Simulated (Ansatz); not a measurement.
## Computed properties of Cu3N

Cu3N:
```
CELL_PARAMETERS angstrom
      0.00000     2.73928     2.73928
      2.73928     0.00000     2.73928
      2.73928     2.73928     0.00000
ATOMIC_POSITIONS crystal
  N  0.00000 0.00000 0.00000
  Cu 0.50000 0.50000 0.50000
  Cu 0.25000 0.25000 0.25000
  Cu 0.75000 0.75000 0.75000
```

Space group Fm-3m (No. 225); conventional cell a = 5.479 Å, b = 5.479 Å, c = 5.479 Å, α = 90.00°, β = 90.00°, γ = 90.00°.

Method: plane-wave PAW PBEsol (Ansatz code). Geometry: relaxed at this level of theory. Other levels are named where they apply.

### Cell and energy

```yaml
volume_per_atom: 10.28 Å³
density: 8.27 g/cm³
Formation energy from the elements (no fitted shifts): 0.93 eV/atom
```

### Electronic structure

```yaml
electronic_character: metallic (no gap)
Density of states at the Fermi level: 0.69 states/eV per atom (mean over ±0.08 eV)
```

### Mechanics

```yaml
Bulk modulus (Birch–Murnaghan fit): 172 GPa
Pressure derivative B′: 4.7
Elastic constants (relaxed ions, GPa): C11 = 143, C12 = 186, C44 = -73.6
mechanical_stability: unstable (C has a negative eigenvalue)
```

### Phonons

```yaml
highest_zone_centre_frequency: 237 cm^-1
zone_centre_stability: unstable, softest mode 349i cm⁻¹
```

A made-up cell: these elements were put on the sites of a structure type; neither database checked (COD, Materials Project) lists it. COD files the formula under space group No. 221. Whether it is the stable phase at ambient conditions was not checked. Symmetry was held in the PBEsol relaxation. No spin polarisation was allowed. As this level gives no gap, shear constants depend on the k-mesh and smearing (Fermi–Dirac, 0.1 eV here). As this level gives no gap, phonon frequencies hold no LO–TO term and depend on the k-mesh and smearing (Fermi–Dirac, 0.1 eV here). The references are the lowest solids computed at this level, not always the standard phases (solids in place of the gases).

Potentials: the earlier of the program's two PAW sets. The files were generated under PBE; for other functionals the program regenerates the frozen cores, and for LDA and PBEsol the local potential too.
